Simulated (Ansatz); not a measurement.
## Profile along the Si–Si line in Si (space group Ia-3)

Si (space group Ia-3)

```xyz
8
Lattice="-3.2839 3.2839 3.2839 3.2839 -3.2839 3.2839 3.2839 3.2839 -3.2839" Properties=species:S:1:pos:R:3 pbc="T T T"
Si     0.6713     0.6713     0.6713
Si    -0.6713     2.6126     0.6713
Si     0.6713    -0.6713     2.6126
Si     2.6126     0.6713    -0.6713
Si     2.6126     2.6126     2.6126
Si     0.6713     3.9552    -0.6713
Si    -0.6713     0.6713     3.9552
Si     3.9552    -0.6713     0.6713
```

Fields along a shortest Si–Si line of a {211} plane (2.33 Å), from Si to Si, interpolated on the slice's grid (step about 0.3 Å). The numbers are results of LDA (plane waves to 420 eV, PAW, scalar-relativistic; Ansatz, a quantum-chemistry and plane-wave program), not measurements. k mesh 10×10×10. Inside the PAW spheres the values are not all-electron values, and peaks at nuclei hang on which shells count as valence. Si was relaxed with its symmetry unable to fall. This is one of several known forms of Si; the measured ambient cells at hand have space group No. 227.

```json
[
 {"distance from Si (Å)": "0.00", "valence electron density (e/Å³)": "0.04", "electron localisation function": "x"},
 {"distance from Si (Å)": "0.12", "valence electron density (e/Å³)": "0.05", "electron localisation function": "x"},
 {"distance from Si (Å)": "0.23", "valence electron density (e/Å³)": "0.10", "electron localisation function": "x"},
 {"distance from Si (Å)": "0.35", "valence electron density (e/Å³)": "0.19", "electron localisation function": "x"},
 {"distance from Si (Å)": "0.47", "valence electron density (e/Å³)": "0.30", "electron localisation function": "x"},
 {"distance from Si (Å)": "0.58", "valence electron density (e/Å³)": "0.43", "electron localisation function": "0.64"},
 {"distance from Si (Å)": "0.70", "valence electron density (e/Å³)": "0.52", "electron localisation function": "0.79"},
 {"distance from Si (Å)": "0.82", "valence electron density (e/Å³)": "0.57", "electron localisation function": "0.89"},
 {"distance from Si (Å)": "0.93", "valence electron density (e/Å³)": "0.58", "electron localisation function": "0.93"},
 {"distance from Si (Å)": "1.05", "valence electron density (e/Å³)": "0.57", "electron localisation function": "0.94"},
 {"distance from Si (Å)": "1.17", "valence electron density (e/Å³)": "0.57", "electron localisation function": "0.93"},
 {"distance from Si (Å)": "1.28", "valence electron density (e/Å³)": "0.58", "electron localisation function": "0.93"},
 {"distance from Si (Å)": "1.40", "valence electron density (e/Å³)": "0.58", "electron localisation function": "0.92"},
 {"distance from Si (Å)": "1.51", "valence electron density (e/Å³)": "0.57", "electron localisation function": "0.89"},
 {"distance from Si (Å)": "1.63", "valence electron density (e/Å³)": "0.52", "electron localisation function": "0.81"},
 {"distance from Si (Å)": "1.75", "valence electron density (e/Å³)": "0.43", "electron localisation function": "0.65"},
 {"distance from Si (Å)": "1.86", "valence electron density (e/Å³)": "0.31", "electron localisation function": "x"},
 {"distance from Si (Å)": "1.98", "valence electron density (e/Å³)": "0.19", "electron localisation function": "x"},
 {"distance from Si (Å)": "2.10", "valence electron density (e/Å³)": "0.09", "electron localisation function": "x"},
 {"distance from Si (Å)": "2.21", "valence electron density (e/Å³)": "0.05", "electron localisation function": "x"},
 {"distance from Si (Å)": "2.33", "valence electron density (e/Å³)": "0.04", "electron localisation function": "x"}
]
```

x: too close to a nucleus for the ELF to mean much.

Density on the Si–Si line (2.33 Å) at its midpoint: 0.57 e/Å³. ELF at that point: 0.93. ELF maximum in the middle third of the Si–Si line: 0.94, 1.0 Å from Si.
